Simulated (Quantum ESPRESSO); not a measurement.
Band energies of CdOFH

```
CELL_PARAMETERS angstrom
      3.53436     0.00000     0.00000
      0.00000     4.84469     0.00000
     -0.00816     0.00000     5.62795
ATOMIC_POSITIONS crystal
  H  0.74970 0.68417 0.27240
  H  0.25030 0.18417 0.72760
  O  0.24816 0.02155 0.61969
  O  0.75184 0.52155 0.38031
  F  0.24887 0.47975 0.89420
  F  0.75113 0.97975 0.10580
  Cd 0.74776 0.75453 0.73337
  Cd 0.25224 0.25453 0.26663
```

norm-conserving LDA (Quantum ESPRESSO, 102 Ry, no spin-orbit coupling); path ΓYHCEM1AXH1,MDZ,YD; energies in eV from the valence-band maximum.

```
k (1/Å)  point  band 30  band 31  band 32  band 33  band 34  band 35  band 36  band 37
-------  -----  -------  -------  -------  -------  -------  -------  -------  -------
0.00         Γ    -2.01    -1.65    -0.33    -0.22    -0.05     1.62     6.17     7.48
0.56         Y    -2.23    -1.90    -0.70    -0.48     0.00     3.86     3.88     8.83
1.09              -2.03    -1.77    -1.08    -0.60    -0.48     4.96     5.18     8.04
1.45         H    -2.24    -1.69    -1.67    -0.44    -0.43     6.17     6.19     7.02
1.45         C    -2.24    -1.69    -1.67    -0.44    -0.43     6.17     6.19     7.02
1.88              -2.23    -1.70    -1.69    -0.56    -0.56     5.88     5.88     7.85
2.09         E    -2.32    -1.65    -1.65    -0.63    -0.63     5.81     5.81     8.26
2.09        M1    -2.32    -1.65    -1.65    -0.63    -0.63     5.81     5.81     8.26
2.37              -2.36    -1.98    -1.98    -0.44    -0.44     5.84     5.84     8.20
2.65         A    -2.81    -2.07    -2.07    -0.31    -0.31     5.87     5.87     8.17
3.08              -2.21    -1.98    -1.98    -0.73    -0.71     5.71     5.72     8.55
3.30         X    -2.18    -1.79    -1.77    -0.96    -0.95     5.67     5.68     8.56
3.49              -2.21    -1.76    -1.74    -0.81    -0.80     5.74     5.75     8.15
3.86        H1    -2.24    -1.69    -1.67    -0.44    -0.43     6.17     6.19     7.02
3.86         M    -2.32    -1.65    -1.65    -0.63    -0.63     5.81     5.81     8.26
4.39              -2.14    -1.27    -1.27    -0.60    -0.60     5.28     5.28     6.79
4.75         D    -2.14    -1.22    -1.22    -0.31    -0.31     4.97     4.97     6.10
5.16              -2.20    -0.84    -0.84    -0.32    -0.32     4.18     4.18     6.95
5.30         Z    -2.21    -0.78    -0.78    -0.32    -0.32     4.08     4.08     7.07
5.30         Y    -2.23    -1.90    -0.70    -0.48     0.00     3.86     3.88     8.83
5.47              -2.30    -1.72    -0.76    -0.48    -0.03     3.96     3.98     8.23
5.95         D    -2.14    -1.22    -1.22    -0.31    -0.31     4.97     4.97     6.10
```

The LDA gap is indirect, 1.62 eV, from Y to Γ; the smallest direct gap is 1.67 eV.

Spin-orbit splittings are left out.

Geometry of the Materials Project entry, not relaxed at this level.

The structure is a Materials Project entry; no match was found in the copy of COD used, and its stability was not checked.
